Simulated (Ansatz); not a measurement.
# Zincblende alloy of CdTe and CdSe (20 of 32 Te sites exchanged), 64 atoms

Ansatz, PAW, plane waves. PBEsol relaxation of volume and atoms (shape held) at the single k point (¼, ¼, ¼) without its symmetry partners; single points on the relaxed atoms at the Γ point alone, onto which points of the small cell's zone fold. Arrangement: quasirandom. No spin–orbit coupling unless named.

Relaxed structure:

```
CELL_PARAMETERS angstrom
12.46456 0.00000 0.00000
0.00000 12.46456 0.00000
0.00000 0.00000 12.46456
ATOMIC_POSITIONS crystal
Cd 0.99298 0.99403 0.99357
Cd 0.99974 0.00053 0.51462
Cd 0.99429 0.49458 0.99152
Cd 0.00542 0.50661 0.50693
Cd 0.51290 0.00013 0.99766
Cd 0.50619 0.00431 0.49582
Cd 0.50093 0.50078 0.99920
Cd 0.48994 0.49876 0.50294
Cd 0.25120 0.26406 0.99916
Cd 0.25673 0.24215 0.50846
Cd 0.25025 0.75169 0.98681
Cd 0.25156 0.73615 0.50172
Cd 0.74878 0.24719 0.99746
Cd 0.74359 0.24576 0.50682
Cd 0.74927 0.74737 0.99914
Cd 0.74903 0.76416 0.50246
Cd 0.25657 0.00626 0.25606
Cd 0.23950 0.99871 0.75312
Cd 0.26298 0.50056 0.24769
Cd 0.25098 0.49863 0.75160
Cd 0.74381 0.99438 0.24215
Cd 0.74950 0.00065 0.75147
Cd 0.74887 0.49943 0.23728
Cd 0.74911 0.50039 0.76435
Cd 0.99155 0.25842 0.24458
Cd 0.00614 0.24227 0.75986
Cd 0.99466 0.75908 0.23995
Cd 0.99712 0.74731 0.74988
Cd 0.49510 0.24270 0.24076
Cd 0.50715 0.25752 0.74484
Cd 0.50822 0.74231 0.25621
Cd 0.49966 0.75197 0.76506
Te 0.12298 0.12612 0.12058
Te 0.12501 0.62275 0.11918
Te 0.62373 0.62653 0.62881
Te 0.38026 0.87232 0.12451
Te 0.37529 0.87495 0.62575
Te 0.87673 0.37290 0.63284
Te 0.37724 0.12807 0.87322
Te 0.87182 0.12070 0.37474
Te 0.87228 0.62819 0.37313
Te 0.13046 0.37410 0.37682
Te 0.12518 0.87413 0.37920
Te 0.62006 0.37328 0.37107
Se 0.12525 0.12526 0.62943
Se 0.12694 0.62458 0.63246
Se 0.62709 0.12520 0.12228
Se 0.62396 0.12197 0.62843
Se 0.62408 0.62471 0.12030
Se 0.37976 0.37652 0.12218
Se 0.37288 0.37418 0.62800
Se 0.87018 0.37479 0.11568
Se 0.86814 0.87539 0.11759
Se 0.87406 0.87625 0.63185
Se 0.37951 0.12712 0.37721
Se 0.37773 0.62299 0.37483
Se 0.37470 0.62039 0.87520
Se 0.87225 0.12275 0.87500
Se 0.87466 0.62684 0.87669
Se 0.12465 0.37662 0.87264
Se 0.11803 0.87214 0.87136
Se 0.62405 0.37391 0.87918
Se 0.62442 0.87679 0.37281
Se 0.63126 0.87439 0.87620
```

(1) What are the mean bond lengths by pair (pairs within 1.2 times the sum of covalent radii, less contacts 15 % beyond the pair's median; cation–cation pairs of compounds aside; long ionic contacts are cut short by that bound)?

(2) What gap lies between the top filled and the lowest empty level in the single points?

Answers

(1) Cd–Se 2.647 ± 0.012 Å (standard deviation, 80 bonds); Cd–Te 2.791 ± 0.008 Å (standard deviation, 48 bonds).

(2) HSE06 1.41 eV (55 s on NVIDIA GB200).
